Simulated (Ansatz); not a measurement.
Values for one crystal, relaxed and computed with plane-wave PAW PBEsol (Ansatz code); other levels are named.

```yaml
volume_per_atom: 17.39 Å³
electronic_character: no gap, with almost no states at the Fermi level (zero-gap or semimetallic)
Density of states at the Fermi level: 0.02 states/eV per atom (mean over ±0.08 eV)
Pressure derivative B′: 5.7
Formation energy from the elements (no fitted shifts): -0.032 eV/atom
Bulk modulus (Birch–Murnaghan fit): 91.9 GPa
```

### Question
Pick the material that matches.
A) HgS, zinc blende
B) NbPS, Immm (Nb on 4j, P on 4h, S on 4i)
C) HgS, wurtzite
D) Ag2S, P2_12_12_1 (Ag on 4a, Ag on 4a, S on 4a)

### Answer
D, Ag2S, P2_12_12_1 (Ag on 4a, Ag on 4a, S on 4a)

The workflow started from a Materials Project entry (that database holds measured and hypothetical structures alike); the Crystallography Open Database copy checked does not list it. COD files the formula under space group No. 4, 14. Whether it is the stable phase at ambient conditions was not checked. The PBEsol relaxation kept the symmetry of its start; its stability against distortions is not shown here. The run is not spin-polarised. A small band overlap can be real or an error of a semilocal functional. The references are the lowest solids computed at this level, not always the standard phases. Scalar-relativistic: spin–orbit coupling is off unless named, which matters more the heavier the elements.

Potentials: the later of the program's two PAW sets.
